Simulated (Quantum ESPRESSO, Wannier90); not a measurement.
## Wannier functions of TlBr (CsCl type)

```
begin unit_cell_cart
ang
    3.9999100000    0.0000000000    0.0000000000
    0.0000000000    3.9999100000    0.0000000000
    0.0000000000    0.0000000000    3.9999100000
end unit_cell_cart
begin atoms_frac
Tl   0.0000000000  0.0000000000  0.0000000000
Br   0.5000000000  0.5000000000  0.5000000000
end atoms_frac
```

Cell from Materials Project (mp-22875), symmetrised, no further relaxation. COD (Crystallography Open Database) has an entry of this formula and space group (matched by these alone). Level: PBE, no spin polarisation, no spin-orbit coupling; pw.x of Quantum ESPRESSO at 49 Ry with PseudoDojo potentials, 8×8×8 k-points, Wannier90. Density: 8×8×8 mesh, cold smearing 0.01 Ry. Spin-orbit coupling is left out although heavy elements are present.

Band 1 is isolated and gives one Wannier function a cell (Br2 4s 90 %, Tl1 6p 8 %; spread 1.05 Å²). Its on-site energy is ε = -13.375 eV relative to the valence-band maximum, and its hoppings t(R) = t(−R) to the nearer images are (images within this range that aren't listed have |t| under 5 meV):

| R (lattice vectors; −R alike) | distance (Å) | t (eV) |
|---|---|---|
| 0 0 1 | 4.00 | -0.039 |
| 0 1 0 | 4.00 | -0.039 |
| 1 0 0 | 4.00 | -0.039 |

Q: Work out the band energy at Γ, X, M, R from these numbers.

A: For one orbital E(k) = ε + Σ_R 2 t(R) cos(2π k·R), the sum over the listed R.
- Γ, k = (0.000, 0.000, 0.000): E = -13.375 + (-0.039)·(6.00) = -13.61 eV; pw.x: -13.65 eV
- X, k = (0.000, 0.500, 0.000): E = -13.375 + (-0.039)·(2.00) = -13.45 eV; pw.x: -13.42 eV
- M, k = (0.500, 0.500, 0.000): E = -13.375 + (-0.039)·(-2.00) = -13.30 eV; pw.x: -13.31 eV
- R, k = (0.500, 0.500, 0.500): E = -13.375 + (-0.039)·(-6.00) = -13.14 eV; pw.x: -13.13 eV

At these points the listed shells miss the plane-wave band by up to 0.04 eV, of a width of 0.51 eV on the path. With all its hoppings the model misses the band by 0.0 meV at worst on the whole path, so most of the miss comes from the hoppings not listed.
